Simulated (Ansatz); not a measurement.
BC₃:
Space group P6/mmm (No. 191); a = b = 5.158 Å, c = 3.680 Å, α = β = 90.00°, γ = 120.00°

| atom | site | symmetry | x | y | z |
|---|---|---|---|---|---|
| B | 2c | -6m2 | 0.3333 | 0.6667 | 0.0000 |
| C | 6l | mm2 | 0.1588 | 0.3175 | 0.0000 |

Relaxed at zero pressure with the program Ansatz at the PBE+D3(BJ) level (PAW).

Q: The volume is raised by 3 % and shape and atoms relax at that volume. What pressure results, and how do the axes share the change?

A: -0.4 GPa; a 0.1 %, b 0.1 %, c 2.8 %; the energy rises by 0 meV/atom.

Q: Give the new structure.

A: 
Space group P6/mmm (No. 191); a = 5.1622 Å, b = 5.1622 Å, c = 3.7849 Å, α = 90.00°, β = 90.00°, γ = 120.00°

```tsv
atom	site	symmetry	x	y	z
B	2c	-6m2	0.3333	0.6667	0.0000
C	6l	mm2	0.1587	0.3175	0.0000
```

The phase is kept; no other phase was compared at this pressure.

The start of the workflow was typed in or built on a structure type; neither database checked (COD, Materials Project) lists it. Whether it is the stable phase at ambient conditions was not checked. Symmetry was held in the PBE+D3(BJ) relaxation; whether a distortion lowers the energy is not shown. Its formation energy is positive at this level, so the cell may be metastable or incomplete.

Potentials: the earlier of the program's two PAW sets.
